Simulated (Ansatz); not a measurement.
The start is a generated trial cell of TaAs in the MnP structure type. The cell and all atomic positions are relaxed at zero pressure with PBEsol (plane waves to 420 eV, PAW, scalar-relativistic; Ansatz, a first-principles code). The first steps use a coarse 4×6×4 k-mesh.

Input geometry:
```
CELL_PARAMETERS angstrom
      6.00978     0.00000     0.00000
      0.00000     3.64627     0.00000
      0.00000     0.00000     6.76834
ATOMIC_POSITIONS crystal
  Ta 0.50560 0.25000 0.69520
  Ta 0.00560 0.25000 0.80480
  Ta 0.49440 0.75000 0.30480
  Ta 0.99440 0.75000 0.19520
  As 0.68790 0.25000 0.06960
  As 0.18790 0.25000 0.43040
  As 0.31210 0.75000 0.93040
  As 0.81210 0.75000 0.56960
```

| Property | Result |
|---|---|
| Initial pressure | -10 GPa (negative: the cell is under tension) |
| Largest initial force | about 0.9 eV/Å, on Ta1, Ta2, Ta3, Ta4 (atoms numbered as listed) |
| Volume change | -6.6 %, from 18.54 to 17.32 Å³/atom |
| Shortest distances (start → end) | The closest pairs of elements (up to four, under 3.6 Å), start → end: As–Ta 2.62 → 2.56 Å; Ta–Ta 3.10 → 2.95 Å; As–As 3.05 → 3.07 Å |
| Band gap at the end | zero (metallic) |
| Optimiser moves | 14 |

The end point of the relaxation:

Space group Pnma (No. 62); a = 6.180 Å, b = 3.435 Å, c = 6.526 Å, α = 90.00°, β = 90.00°, γ = 90.00°

```csv
atom,site,symmetry,x,y,z
Ta,4c,.m.,0.0068,0.2500,0.1836
As,4c,.m.,0.1916,0.2500,0.5708
```

Final values are on a 8×14×7 k-mesh of the relaxed cell. No spin polarisation in the result.

The run could not lose the symmetry of its start, so the end can be a saddle point.

The relaxed structure here is a generated cell of TaAs: the first start was made by placing the elements on the sites of a structure type, and the end was not matched to a known phase here, so it may be hypothetical. Known forms of TaAs include space group No. 109.
